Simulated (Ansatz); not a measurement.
Consider the following.

NbGa3:
Space group I4/mmm (No. 139); a = 3.737 Å, b = 3.737 Å, c = 8.610 Å, α = 90.00°, β = 90.00°, γ = 90.00°

```csv
atom,site,symmetry,x,y,z
Nb,2a,4/mmm,0.0000,0.0000,0.0000
Ga,2b,4/mmm,0.0000,0.0000,0.5000
Ga,4d,-4m2,0.0000,0.5000,0.2500
```
(The calculation used a cell of 4 atoms; values per cell refer to that cell.)

This is the LDA-relaxed structure.

**Question.** All from plane-wave PAW LDA (Ansatz code), unless another level is named. Estimate the bulk modulus (Birch–Murnaghan fit).

**Answer.** 146 GPa.

**Question.** Next, the highest zone-centre frequency?

**Answer.** 31.8 meV.

The first step of the workflow began from a Materials Project structure, measured or hypothetical; the Crystallography Open Database files this formula in space group No. 139, but the cells were not matched. Its standing as an ambient phase is unchecked. The cell was relaxed with LDA under the symmetry of its start; of distortions, only those at the zone centre were tested. The run is not spin-polarised. Axis ratios of metals converge slowly with the k-mesh, so a and c are less sure than the volume.

Potentials: the later of the program's two PAW sets.
